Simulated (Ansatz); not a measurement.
ScPd (CsCl type)

```
CELL_PARAMETERS angstrom
      6.45976     0.00000     0.00000
      3.22988     3.22988     0.00000
      0.00000     0.00000     3.22988
ATOMIC_POSITIONS crystal
  Sc 0.00000 0.50000 0.50000
  Sc 0.50000 0.50000 0.50000
  Pd 0.00000 0.00000 0.00000
  Pd 0.50000 0.00000 0.00000
```

A phonon eigenvector at M = (0.5, 0.5, 0.0) is frozen into this cell: atom i moves by Q times the vector below, so Q is the largest atomic displacement, in Å. The cell is held. It is one choice among 2 degenerate patterns. (q is in reciprocal vectors of the primitive cell; the cell shown is doubled to hold the pattern.)

```csv
atom,x,y,z
Sc1,0.413,0.000,0.000
Sc2,-0.413,0.000,0.000
Pd3,0.000,1.000,0.000
Pd4,0.000,-1.000,0.000
```

Computed with LDA (plane waves to 420 eV, PAW, scalar-relativistic; Ansatz, a program for electronic structure). k mesh 14×14×14 (Γ-centred), Fermi-Dirac smearing 0.05 eV. The energy includes the smearing's −TS. With partly filled bands, energies and forces of such displacements shift with the k mesh and the smearing. ScPd is run without spin polarisation. ScPd was relaxed with its symmetry unable to fall. The zero of ΔE is the undisplaced structure. The last digit holds for this mesh only.

| Q (Å) | ΔE (meV/cell) |
|---|---|
| -0.1000 | 13.17 |
| -0.0833 | 8.68 |
| -0.0667 | 5.32 |
| -0.0500 | withheld |
| -0.0333 | 1.25 |
| -0.0167 | 0.31 |
| 0.0000 | 0.00 |
| 0.0167 | 0.31 |
| 0.0333 | 1.25 |
| 0.0500 | withheld |
| 0.0667 | 5.32 |
| 0.0833 | 8.68 |
| 0.1000 | 13.17 |

### Question
Fit an even polynomial form (powers 2, 4) to the given rows and predict ΔE at Q = -0.0500.

### Answer
Least squares on the 11 given rows: ΔE = (1100)·Q² + (21700)·Q⁴, in meV/cell with Q in Å; root-mean-square residual 0.002 meV/cell. At -0.0500 the fit gives 2.89 meV/cell; the calculation gives 2.89 meV/cell, the same to the digits shown. The quadratic term alone would give 2.75 meV/cell.

(For displaced atoms, the force is minus the slope of the energy, and its curvature is a force constant, which sets phonon frequencies.)
